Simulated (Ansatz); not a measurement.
ScAl$_{3}$ (Cu3Au type, Pm-3m) at seven volumes, PBE (plane waves, PAW; program Ansatz), scaled uniformly. One row is withheld.

```
V (Å³/atom)  P (GPa)
-----------  -------
15.739          9.90
16.258          6.08
16.777          2.81
17.296          0.00
17.815             ?
18.334         -4.44
18.852         -6.18
```

Question: Fit the shown pressures and predict the withheld one.

Answer: P = (3/2)B₀(x^(7/2) − x^(5/2))[1 + (3/4)(B′ − 4)(x − 1)] with x = (V₀/V)^(2/3). Least squares on the six rows gives V₀ = 17.298 Å³/atom, B₀ = 86.0 GPa, B′ = 4.19. At V = 17.815, x = 0.9806 and P = -2.38 GPa. The run itself gave -2.40 GPa.

The cell was relaxed with PBE under the symmetry of its start. The run is not spin-polarised.

Potentials: the later of the program's two PAW sets.
